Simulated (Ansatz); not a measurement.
# Two states of YbB2Ru3

```
Yb B Ru
1.0
     2.72802    4.73243   -0.00065
    -2.72968    4.73339   -0.02096
     0.01118   -0.00687    2.99652
Yb B Ru
1 2 3
Direct
  0.97726 0.09990 0.98699
  0.32173 0.32693 0.94070
  0.68102 0.67880 0.99928
  0.48598 0.52046 0.47611
  0.49461 0.97148 0.44103
  0.01830 0.51985 0.48528
```

Method: r2SCAN; PAW, plane waves to 500 eV, 4×4×6 (shifted by 0.5, 0.5, 0 steps) mesh, fermi-dirac occupations (width 0.0225 eV) (Ansatz 0.2.0), atoms fixed.

State A: Yb1 up (collinear spin). State B: no moments (no spin polarisation).

Compare the two self-consistent states.

State A is lower by 9.4 meV an atom at zero smearing. So small a gap isn't resolved on this mesh where a state is a metal.

| state | free energy (meV/atom) | largest moment in a small sphere (μB) | net moment (μB/cell) | gap on mesh (eV) | pressure (GPa) | largest force (eV/Å) |
| --- | --- | --- | --- | --- | --- | --- |
| A | 0.0 | 0.50 | 0.57 | metal | 9.4 | 4.07 |
| B | 9.2 | 0.00 | 0.00 | metal | 9.3 | 3.95 |

Origin: a strained cell with displaced atoms, so it need not be a known compound. Caveats: the k mesh is coarse if the cell is a metal; atoms or cell far from equilibrium; f shells without a U or exact exchange are poorly placed.
